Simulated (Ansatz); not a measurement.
# What internal relaxation does to the elastic constants of Mo2N

Computed with Ansatz, DFT LDA, scalar-relativistic, plane waves, PAW. Plane waves to 420 eV; Γ-centred k mesh 18×18×18; Fermi-Dirac smearing of 0.15 eV. No spin polarisation.

Equilibrium structure at this level:
```
Mo N
1.0
     1.43042    0.82585    4.89425
    -1.43042    0.82585    4.89425
     0.00000   -1.65171    4.89425
Mo N
2 1
Direct
  0.24322 0.24322 0.24322
  0.75678 0.75678 0.75678
  0.00000 0.00000 0.00000
```

In a metal, frequencies and elastic constants depend on the k mesh and the smearing, soft modes and shear constants most.

Clamped-ion constants (GPa, Voigt order; atoms follow the strain homogeneously):
C11 = 527.2, C12 = 255.4, C13 = 261.8, C14 = 16.3, C22 = 527.2, C23 = 261.8, C24 = -16.3, C33 = 564.0, C44 = 166.8, C55 = 166.8, C56 = 16.3, C66 = 135.9 GPa; the others vanish.

Problem. What are the constants once the atoms relax in each strained cell?

Solution.
```
477.1 287.3 254.3 -22.8   0.0   0.0
287.3 477.1 254.3  22.8   0.0   0.0
254.2 254.2 557.8   0.0   0.0   0.0
-22.7  22.7   0.0 129.6   0.0   0.0
  0.0   0.0   0.0   0.0 129.6 -22.7
  0.0   0.0   0.0   0.0 -22.8  94.9
```
The Voigt shear modulus goes from 149.9 to 118.5 GPa and the Voigt bulk modulus from 352.9 to 344.9 GPa. Relaxation subtracts ΛᵀK⁻¹Λ/V, with Λ the forces that a strain puts on the atoms and K the zone-centre force constants. At a stable cell this can only lower the diagonal constants, and it acts only for strains that share their symmetry with an optical mode; elsewhere, and where the coupling is weak, the constants hardly move.